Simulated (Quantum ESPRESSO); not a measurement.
## Band energies of TlAlF4

```
TlAlF4
1.0
    3.70112     0.00000     0.00000
    0.00000     3.70112     0.00000
    0.00000     0.00000     6.43329
F Al Tl
4 1 1
Direct
  0.00000   0.00000   0.72297
  0.00000   0.00000   0.27703
  0.50000   0.00000   0.00000
  0.00000   0.50000   0.00000
  0.00000   0.00000   0.00000
  0.50000   0.50000   0.50000
```

PBEsol (Quantum ESPRESSO, PseudoDojo norm-conserving, 84 Ry, scalar-relativistic); path ΓXMΓZRAZ,XR,MA; energies in eV from the valence-band maximum.

```
k (1/Å)  point  band 18  band 19  band 20  band 21  band 22  band 23  band 24  band 25
-------  -----  -------  -------  -------  -------  -------  -------  -------  -------
0.00         Γ    -1.77    -1.73    -1.73    -1.61    -1.61     5.40     7.95     9.63
0.42              -1.84    -1.73    -1.53    -1.19    -0.74     6.01     6.23     9.01
0.85         X    -1.76    -1.74    -1.44    -1.08    -0.16     4.18     6.80     9.99
1.27              -1.93    -1.57    -1.17    -1.03    -0.42     4.80     6.70     7.14
1.70         M    -2.42    -1.17    -0.97    -0.97    -0.94     5.36     5.36     6.57
1.87              -2.36    -1.23    -1.00    -0.99    -0.80     5.46     5.47     6.59
2.21              -2.04    -1.56    -1.14    -1.12    -0.45     6.33     6.37     6.46
2.56              -1.88    -1.70    -1.40    -1.35    -0.87     5.79     7.76     8.06
2.90         Γ    -1.77    -1.73    -1.73    -1.61    -1.61     5.40     7.95     9.63
3.39         Z    -1.96    -1.96    -1.38    -1.38    -0.97     4.42     9.22     9.62
3.56              -1.95    -1.71    -1.45    -1.38    -0.98     4.60     8.73     9.34
3.90              -1.84    -1.77    -1.64    -1.39    -0.52     5.72     5.80     9.84
4.24         R    -2.07    -1.90    -1.78    -1.40     0.00     4.39     6.61     9.95
4.57              -1.96    -1.61    -1.54    -1.35    -0.17     4.67     6.70     7.79
5.08         A    -1.91    -1.27    -1.27    -1.17    -1.03     5.37     5.37     6.88
5.38              -1.83    -1.64    -1.32    -1.28    -0.54     5.64     5.71     6.73
5.68              -1.75    -1.55    -1.52    -1.37    -0.63     5.99     6.74     6.78
5.98              -1.64    -1.61    -1.54    -1.43    -0.98     4.93     8.33     8.53
6.28         Z    -1.96    -1.96    -1.38    -1.38    -0.97     4.42     9.22     9.62
6.28         X    -1.76    -1.74    -1.44    -1.08    -0.16     4.18     6.80     9.99
6.61              -1.99    -1.77    -1.57    -1.41    -0.03     4.33     6.65     9.96
6.77         R    -2.07    -1.90    -1.78    -1.40     0.00     4.39     6.61     9.95
6.77         M    -2.42    -1.17    -0.97    -0.97    -0.94     5.36     5.36     6.57
7.26         A    -1.91    -1.27    -1.27    -1.17    -1.03     5.37     5.37     6.88
```

The PBEsol gap is indirect, 4.18 eV, from R to X; the smallest direct gap is 4.34 eV.

Spin-orbit coupling is left out; with 6p states at a band edge it can lower the gap by many tenths of an eV, most of a small gap.

Geometry relaxed with PBE+D3(BJ).
